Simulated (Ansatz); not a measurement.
LaC (rock salt, Fm-3m), a = b = c = 5.4304 Å, α = β = γ = 90.00°; the cell used has 2 atoms.

Relaxed with PBE.

Task: Which orbitals make up the states near the Fermi level in DFT-PBE in the program Ansatz with PAW potentials?

Result: Within 0.5 eV of the Fermi level: C 2p 59 %, La 5d 28 %, La 4f 6 %, La 5p 5 %. Projections are on Löwdin-orthogonalised atomic valence shells; empty p or d shells of many metals are not among them.

Task: Tabulate the density of states.

Result: States/eV per cell of 2 atoms, in 0.25 eV bins, energy from the Fermi level.

| E (eV) | total | La 4f | C 2p | La 5d |
|---|---|---|---|---|
| -7.85 | 1.74 | 0.02 | 0.01 | 0.36 |
| -7.60 | 1.81 | 0.02 | 0.01 | 0.32 |
| -7.35 | 1.69 | 0.03 | 0.01 | 0.23 |
| -7.10 | 0.85 | 0.02 | 0.00 | 0.08 |
| -6.85 | 0.36 | 0.01 | 0.00 | 0.02 |
| -6.60 | 0.03 | 0.00 | 0.00 | 0.00 |
| -6.35 | 0.00 | 0.00 | 0.00 | 0.00 |
| -6.10 | 0.00 | 0.00 | 0.00 | 0.00 |
| -5.85 | 0.00 | 0.00 | 0.00 | 0.00 |
| -5.60 | 0.00 | 0.00 | 0.00 | 0.00 |
| -5.35 | 0.00 | 0.00 | 0.00 | 0.00 |
| -5.10 | 0.00 | 0.00 | 0.00 | 0.00 |
| -4.85 | 0.00 | 0.00 | 0.00 | 0.00 |
| -4.60 | 0.00 | 0.00 | 0.00 | 0.00 |
| -4.35 | 0.00 | 0.00 | 0.00 | 0.00 |
| -4.10 | 0.00 | 0.00 | 0.00 | 0.00 |
| -3.85 | 0.00 | 0.00 | 0.00 | 0.00 |
| -3.60 | 0.00 | 0.00 | 0.00 | 0.00 |
| -3.35 | 0.00 | 0.00 | 0.00 | 0.00 |
| -3.10 | 0.00 | 0.00 | 0.00 | 0.00 |
| -2.85 | 0.00 | 0.00 | 0.00 | 0.00 |
| -2.60 | 0.06 | 0.00 | 0.03 | 0.02 |
| -2.35 | 0.32 | 0.00 | 0.14 | 0.12 |
| -2.10 | 0.63 | 0.01 | 0.30 | 0.22 |
| -1.85 | 1.24 | 0.02 | 0.62 | 0.39 |
| -1.60 | 1.43 | 0.04 | 0.76 | 0.42 |
| -1.35 | 1.68 | 0.05 | 0.94 | 0.49 |
| -1.10 | 2.65 | 0.07 | 1.54 | 0.88 |
| -0.85 | 2.61 | 0.08 | 1.55 | 0.83 |
| -0.60 | 2.53 | 0.10 | 1.52 | 0.75 |
| -0.35 | 2.87 | 0.13 | 1.70 | 0.84 |
| -0.10 | 4.37 | 0.20 | 2.43 | 1.43 |
| 0.15 | 2.49 | 0.18 | 1.51 | 0.63 |
| 0.40 | 0.98 | 0.10 | 0.70 | 0.11 |
| 0.65 | 0.23 | 0.03 | 0.15 | 0.03 |
| 0.90 | 0.29 | 0.05 | 0.11 | 0.12 |
| 1.15 | 0.40 | 0.07 | 0.11 | 0.21 |
| 1.40 | 0.51 | 0.10 | 0.11 | 0.29 |
| 1.65 | 0.64 | 0.16 | 0.11 | 0.36 |
| 1.90 | 0.81 | 0.24 | 0.11 | 0.44 |
| 2.15 | 1.12 | 0.41 | 0.12 | 0.56 |
| 2.40 | 1.31 | 0.59 | 0.12 | 0.56 |
| 2.65 | 1.29 | 0.70 | 0.10 | 0.45 |
| 2.90 | 1.68 | 0.97 | 0.07 | 0.59 |
| 3.15 | 2.51 | 1.71 | 0.05 | 0.70 |
| 3.40 | 8.38 | 7.49 | 0.04 | 0.73 |
| 3.65 | 11.01 | 10.59 | 0.05 | 0.29 |
| 3.90 | 19.83 | 19.10 | 0.09 | 0.57 |

The start of the workflow was typed in or built on a structure type; neither database checked (COD, Materials Project) lists it. Its standing as an ambient phase is unchecked. Symmetry was held in the PBE relaxation; its stability against distortions is not shown here. Its formation energy is positive at this level, so the cell may be metastable or incomplete. Spin–orbit coupling is left out wherever it is not named.

Potentials: the later of the program's two PAW sets.
